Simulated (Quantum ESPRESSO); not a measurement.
## Au6InTa (input and log of a self-consistent run)

Simulated, not a measurement. The program is pw.x of Quantum ESPRESSO 7.5 (plane-wave density functional theory). The cell is made up: eight metal atoms on a face-centred cubic lattice, with elements, volume, strain and displacements drawn at random and not relaxed, so it may be unstable or far from any real phase. PseudoDojo standard norm-conserving files set the functional (PBE unless stated); there is no spin polarisation or spin-orbit coupling, the Fermi-Dirac width of 0.25 eV means electrons at about 2900 K, and the masses in the input are unused placeholders. Heavy elements are run without spin-orbit coupling, which real alloys of them have. A spin test at this wide smearing found no moment, but such smearing suppresses magnetism that the real alloy may have.

Input:

```
&control calculation='scf', pseudo_dir='./dojo.nc.sr.pbe.v0_5.standard.upf', outdir='./o', disk_io='minimal', tprnfor=.true., tstress=.true. /
&system ibrav=0, nat=8, ntyp=3, nbnd=79, ecutwfc=75.99759826, nosym=.true., tot_charge=0,
 occupations='smearing', smearing='fd', degauss=0.0183746611
/
&electrons conv_thr=1.470e-08, electron_maxstep=70, mixing_beta=0.5 /
ATOMIC_SPECIES
Au 1.0 Au.upf
In 1.0 In.upf
Ta 1.0 Ta.upf
CELL_PARAMETERS angstrom
-0.007 4.2031 -0.0225
-4.2554 0.0295 -4.1853
-4.2608 -0.0156 4.1907
ATOMIC_POSITIONS angstrom
Au 0.0018 -0.0167 -0.0473
In -2.1167 0.043 2.0822
Au -2.1529 0.0445 -2.2424
Ta -4.192 0.0644 0.0461
Au -2.1804 2.0708 -0.0151
Au -4.2691 2.2161 1.9465
Au -4.2566 2.1677 -2.0383
Au -6.3704 2.0615 0.0208
K_POINTS automatic
6 4 4 1 1 1
```

The log is shortened where brackets say so; the opening notice, blank lines, dates and the lines on written files are dropped, and the path of the files is cut. It prints rydbergs, bohrs and kilobars, and counts compression as positive stress. Its total energy is the free energy E - TS of the whole cell.

```
     Program PWSCF v.7.5
     Parallel version (MPI & OpenMP), running on       4 processor cores
     Number of MPI processes:                 4
     Threads/MPI process:                     1
     [start-up lines left out]
     bravais-lattice index     =            0
     lattice parameter (alat)  =       7.9428  a.u.
     unit-cell volume          =    1011.5910 (a.u.)^3
     number of atoms/cell      =            8
     number of atomic types    =            3
     number of electrons       =       140.00
     number of Kohn-Sham states=           79
     kinetic-energy cutoff     =      75.9976  Ry
     charge density cutoff     =     303.9904  Ry
     scf convergence threshold =      1.5E-08
     mixing beta               =       0.5000
     number of iterations used =            8  plain     mixing
     Exchange-correlation= PBE
                           (   1   4   3   4   0   0   0)
     [axes and pseudopotential details left out]
   Cartesian axes
     site n.     atom                  positions (alat units)
         1        Au     tau(   1) = (   0.0004282  -0.0039732  -0.0112534  )
         2        In     tau(   2) = (  -0.5035966   0.0102304   0.4953885  )
         3        Au     tau(   3) = (  -0.5122091   0.0105873  -0.5335026  )
         4        Ta     tau(   4) = (  -0.9973434   0.0153218   0.0109679  )
         5        Au     tau(   5) = (  -0.5187518   0.4926762  -0.0035925  )
         6        Au     tau(   6) = (  -1.0156867   0.5272454   0.4631033  )
         7        Au     tau(   7) = (  -1.0127128   0.5157303  -0.4849440  )
         8        Au     tau(   8) = (  -1.5156194   0.4904636   0.0049487  )
     number of k points=    48  Fermi-Dirac smearing, width (Ry)=  0.0184
                       cart. coord. in units 2pi/alat
        k(    1) = (  -0.1232515   0.0831313   0.0003682), wk =   0.0416667
        k(    2) = (  -0.2465586   0.0835971   0.1257438), wk =   0.0416667
     [further k points left out]
     Dense  grid:    90495 G-vectors     FFT dimensions: (  45,  64,  64)
     Estimated max dynamical RAM per process >     333.74 MB
     Estimated total dynamical RAM >       1.24 GB
     Initial potential from superposition of free atoms
     starting charge     139.9945, renormalised to     140.0000
     Starting wfcs are   79 randomized atomic wfcs
     total cpu time spent up to now is        7.8 secs
     per-process dynamical memory:   255.4 Mb
     Self-consistent Calculation
     iteration #  1     ecut=    76.00 Ry     beta= 0.50
     Davidson diagonalization with overlap
     ethr =  1.00E-02,  avg # of iterations =  5.0
     Threshold (ethr) on eigenvalues was too large:
     Diagonalizing with lowered threshold
     Davidson diagonalization with overlap
     ethr =  7.87E-04,  avg # of iterations =  1.4
     total cpu time spent up to now is       43.4 secs
     total energy              =   -2041.01771642 Ry
     estimated scf accuracy    <       1.14548844 Ry
     iteration #  2     ecut=    76.00 Ry     beta= 0.50
     Davidson diagonalization with overlap
     ethr =  8.18E-04,  avg # of iterations =  3.6
     total cpu time spent up to now is       64.7 secs
     total energy              =   -2041.12295837 Ry
     estimated scf accuracy    <       3.03155610 Ry
     iteration #  3     ecut=    76.00 Ry     beta= 0.50
     Davidson diagonalization with overlap
     ethr =  8.18E-04,  avg # of iterations =  3.2
     total cpu time spent up to now is       84.1 secs
     total energy              =   -2041.50434100 Ry
     estimated scf accuracy    <       0.07704150 Ry
     iteration #  4     ecut=    76.00 Ry     beta= 0.50
     Davidson diagonalization with overlap
     ethr =  5.50E-05,  avg # of iterations =  3.1
     total cpu time spent up to now is      103.2 secs
     total energy              =   -2041.51970836 Ry
     estimated scf accuracy    <       0.02278532 Ry
     iteration #  5     ecut=    76.00 Ry     beta= 0.50
     Davidson diagonalization with overlap
     ethr =  1.63E-05,  avg # of iterations =  3.9
     total cpu time spent up to now is      122.5 secs
     total energy              =   -2041.52319059 Ry
     estimated scf accuracy    <       0.00302900 Ry
     [iterations 6 to 7 left out]
     iteration #  8     ecut=    76.00 Ry     beta= 0.50
     Davidson diagonalization with overlap
     ethr =  6.33E-08,  avg # of iterations =  2.1
     total cpu time spent up to now is      176.2 secs
     total energy              =   -2041.52369176 Ry
     estimated scf accuracy    <       0.00001149 Ry
     iteration #  9     ecut=    76.00 Ry     beta= 0.50
     Davidson diagonalization with overlap
     ethr =  8.21E-09,  avg # of iterations =  2.5
     total cpu time spent up to now is      194.3 secs
     total energy              =   -2041.52369369 Ry
     estimated scf accuracy    <       0.00000363 Ry
     iteration # 10     ecut=    76.00 Ry     beta= 0.50
     Davidson diagonalization with overlap
     ethr =  2.59E-09,  avg # of iterations =  2.0
     total cpu time spent up to now is      212.3 secs
     total energy              =   -2041.52369416 Ry
     estimated scf accuracy    <       0.00000059 Ry
     iteration # 11     ecut=    76.00 Ry     beta= 0.50
     Davidson diagonalization with overlap
     ethr =  4.23E-10,  avg # of iterations =  2.7
     total cpu time spent up to now is      231.4 secs
     total energy              =   -2041.52369427 Ry
     estimated scf accuracy    <       0.00000010 Ry
     iteration # 12     ecut=    76.00 Ry     beta= 0.50
     Davidson diagonalization with overlap
     ethr =  7.21E-11,  avg # of iterations =  2.6
     total cpu time spent up to now is      249.6 secs
     End of self-consistent calculation
     [lines on levels left out]
!    total energy              =   -2041.52369428 Ry
     estimated scf accuracy    <       0.00000001 Ry
     smearing contrib. (-TS)   =      -0.06400067 Ry
     internal energy E=F+TS    =   -2041.45969362 Ry
     The total energy is F=E-TS. E is the sum of the following terms:
     one-electron contribution =    -627.46186369 Ry
     hartree contribution      =     389.55572692 Ry
     xc contribution           =    -382.16771867 Ry
     ewald contribution        =   -1421.38583817 Ry
     convergence has been achieved in  12 iterations
     Forces acting on atoms (cartesian axes, Ry/au):
     atom    1 type  1   force =    -0.00998679    0.00252056   -0.00396719
     atom    2 type  2   force =     0.01422992   -0.00489675    0.01292136
     atom    3 type  1   force =     0.00327770   -0.00369425    0.02465284
     atom    4 type  3   force =    -0.01571505   -0.00538218   -0.02390105
     atom    5 type  1   force =     0.01099461    0.00660087   -0.02042203
     atom    6 type  1   force =    -0.00902273   -0.00711317    0.01997436
     atom    7 type  1   force =     0.00352815    0.00218094    0.00392503
     atom    8 type  1   force =     0.00269419    0.00978399   -0.01318331
     Total force =     0.058451     Total SCF correction =     0.000661
     Computing stress (Cartesian axis) and pressure
          total   stress  (Ry/bohr**3)                   (kbar)     P=      -11.09
  -0.00004490   0.00002433   0.00006899           -6.61        3.58       10.15
   0.00002433  -0.00020455   0.00000077            3.58      -30.09        0.11
   0.00006899   0.00000077   0.00002339           10.15        0.11        3.44
     init_run     :      7.26s CPU      7.59s WALL (       1 calls)
     electrons    :    237.40s CPU    241.77s WALL (       1 calls)
     forces       :      3.17s CPU      3.17s WALL (       1 calls)
     stress       :     10.69s CPU     10.71s WALL (       1 calls)
     [timing details left out]
     PWSCF        :   4m18.78s CPU   4m23.53s WALL
     JOB DONE.
```

In other units: free energy -27776.345 eV for the cell, pressure -1.11 GPa, largest force component 0.634 eV/Å in size. The run took 265 s of wall time with four MPI processes on a shared machine (Intel Xeon, older, virtual cores), so the time is rough. A rerun of this cell at a higher cutoff and on a denser mesh moved values by no more than 0.010 eV in energy, 0.20 GPa in stress and 0.010 eV/Å in force, and a second program with other atomic files agreed on that cell to 2 % rms in force and 0.5 GPa in pressure.